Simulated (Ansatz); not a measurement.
MgS (rock salt, Fm-3m), PBE in the plane-wave PAW code Ansatz. The conduction-band minimum lies at X, with 3 equivalent valleys. Second derivatives d²E/dk² of the lowest band at one valley (eV·Å²), along Cartesian directions:

```tsv
direction	d²E/dk²
[100]	14.54
[010]	26.04
[001]	26.04
[110]	20.29
[101]	20.29
[011]	26.01
```

Q: Find the principal effective masses, the density-of-states mass and the conductivity mass.

A: Off-diagonal terms follow from H_xy = H[110] − (H_xx + H_yy)/2, and m*/mₑ = 7.620 eV·Å² over each eigenvalue: 0.29, 0.29, 0.52. One valley's DOS mass (m₁m₂m₃)^(1/3) = 0.36, conductivity mass 3/(Σ 1/mᵢ) = 0.34 mₑ.

Q: What effective density of states Nc follows at 300 K for parabolic valleys?

A: Nc = 2.509e19 × 3 × (0.36)^(3/2) ≈ 1.6e19 cm⁻³.

Symmetry was held in the PBE relaxation.

Potentials: the later of the program's two PAW sets.

Edges and masses are those of Kohn–Sham bands, whose gap is no quasiparticle gap.
